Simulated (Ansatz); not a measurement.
**Troubleshooting: TiN**

The cell (2 atoms) is TiN as a measured crystal structure (space group Fm-3m). Source: COD entry 1011099; the sample's temperature and pressure aren't taken into account, and it need not be the stable phase.

These are results of DFT, PBE, PAW, plane waves, scalar-relativistic in Ansatz development build ahead of 0.2.0, not measurements.

```yaml
crystal:
  lattice:
    - [0.0, 2.122, 2.122]
    - [2.122, 0.0, 2.122]
    - [2.122, 2.122, 0.0]
  atoms:
    - { symbol: Ti, position: [0.0, 0.0, 0.0] }
    - { symbol: "N", position: [0.5, 0.5, 0.5] }
hamiltonian:
  xc: pbe
  pseudopotentials: { kind: paw }
basis:
  ecutwfc: 420
kpoints:
  mp_grid: { grid: [9, 9, 9] }
scf:
  occupations: { method: fermi_dirac, width: 0.05 }
  lower_state_search: "off"
  algorithm: density_mixing
  max_iter: 70
  mixing: { algorithm: anderson, ndim: 1, beta: 1.0, preconditioner: kerker }
output:
  forces: true
  stress: true
```

The starting density is a sum of atomic densities corrected by a trained network, so it is already close to self-consistency.

The run was started with:
```sh
ansatz run input.yaml --threads 2 --pin off --max-ram 5120MiB --backend cpu --events-out ev --progress --plain --runs-dir out
```

Time: 4.1 s on 2 threads of Arm Neoverse V2 (shared host), peak memory 0.23 GiB.

```
SCF iter   1: F=—  HF=-2887.116708 eV  |F-HF|=—  |Δ(HF+E_count)|=         —  Δρ=1.32e-3  dr2=1.27e-4  ethr=1.77e-3  ⟨swp⟩=4.3  Hψ=2075  notcnv=0
SCF iter   2: F=—  HF=-2887.116521 eV  |F-HF|=—  |Δ(HF+E_count)|=   1.87e-4  Δρ=8.94e-4  dr2=1.54e-4  ethr=7.49e-7  ⟨swp⟩=2.1  Hψ=1026  notcnv=0
SCF iter   3: F=—  HF=-2887.116547 eV  |F-HF|=—  |Δ(HF+E_count)|=   2.66e-5  Δρ=1.19e-3  dr2=2.72e-4  ethr=7.49e-7  ⟨swp⟩=2.0  Hψ=745  notcnv=0
SCF iter   4: F=—  HF=-2887.116590 eV  |F-HF|=—  |Δ(HF+E_count)|=   4.25e-5  Δρ=1.59e-3  dr2=4.87e-4  ethr=7.49e-7  ⟨swp⟩=2.0  Hψ=906  notcnv=0
SCF iter   5: F=—  HF=-2887.116665 eV  |F-HF|=—  |Δ(HF+E_count)|=   7.49e-5  Δρ=2.12e-3  dr2=8.65e-4  ethr=7.49e-7  ⟨swp⟩=2.0  Hψ=906  notcnv=0
SCF iter   6: F=—  HF=-2887.116801 eV  |F-HF|=—  |Δ(HF+E_count)|=   1.36e-4  Δρ=2.82e-3  dr2=1.53e-3  ethr=7.49e-7  ⟨swp⟩=2.1  Hψ=909  notcnv=0  defer=1
SCF iter   7: F=—  HF=-2887.117039 eV  |F-HF|=—  |Δ(HF+E_count)|=   2.38e-4  Δρ=3.75e-3  dr2=2.72e-3  ethr=7.49e-7  ⟨swp⟩=2.5  Hψ=943  notcnv=0
[... 56 iterations left out ...]
SCF iter  64: F=—  HF=-2926.319332 eV  |F-HF|=—  |Δ(HF+E_count)|=    2.06e1  Δρ=7.59e-1  dr2=1.04e2  ethr=7.49e-7  ⟨swp⟩=7.3  Hψ=3386  notcnv=0  defer=79
SCF iter  65: F=—  HF=-2905.677549 eV  |F-HF|=—  |Δ(HF+E_count)|=    2.06e1  Δρ=7.59e-1  dr2=1.04e2  ethr=7.49e-7  ⟨swp⟩=6.3  Hψ=2886  notcnv=0  defer=119
SCF iter  66: F=—  HF=-2926.319155 eV  |F-HF|=—  |Δ(HF+E_count)|=    2.06e1  Δρ=7.59e-1  dr2=1.04e2  ethr=7.49e-7  ⟨swp⟩=7.4  Hψ=3375  notcnv=0  defer=80
SCF iter  67: F=—  HF=-2905.677614 eV  |F-HF|=—  |Δ(HF+E_count)|=    2.06e1  Δρ=7.59e-1  dr2=1.04e2  ethr=7.49e-7  ⟨swp⟩=6.3  Hψ=2863  notcnv=1  defer=119
SCF iter  68: F=—  HF=-2926.319338 eV  |F-HF|=—  |Δ(HF+E_count)|=    2.06e1  Δρ=7.59e-1  dr2=1.04e2  ethr=7.49e-7  ⟨swp⟩=8.4  Hψ=7339  notcnv=0
SCF iter  69: F=—  HF=-2905.677353 eV  |F-HF|=—  |Δ(HF+E_count)|=    2.06e1  Δρ=7.59e-1  dr2=1.04e2  ethr=7.49e-7  ⟨swp⟩=6.3  Hψ=6048  notcnv=0
SCF iter  70: F=—  HF=-2926.318631 eV  |F-HF|=—  |Δ(HF+E_count)|=    2.06e1  Δρ=7.59e-1  dr2=1.04e2  ethr=7.49e-7  ⟨swp⟩=8.2  Hψ=7704  notcnv=0
did not converge after 70 iterations: dr2 = 1.04e2 (threshold 1.00e-7), under the density mixer `anderson` [...]
```

Question: Diagnose the failure and say what to change.

Answer: The run falls into a cycle of 2 steps and the residual stays around 1e+02 eV: the energy estimate swings by 21 eV, as each step overshoots and the next one undoes it. The setting at fault is “linear mixing, β 1.0, Kerker”: with the default settings (MSR1 mixing, preconditioner none) the same cell converges in 6 iterations, with no gap on the k-mesh. Simple mixing is stable only while β stays under 2 divided by the largest eigenvalue of the (preconditioned) dielectric matrix; here it overshoots. Changes that cure it: mixing history raised to 8 (5 iterations); β lowered to 0.25 (15 iterations); a switch to direct minimisation allowed after 20 iterations, with a limit of 70 (26 iterations). No help: preconditioner removed (cycles, last residual 3e+03 eV).
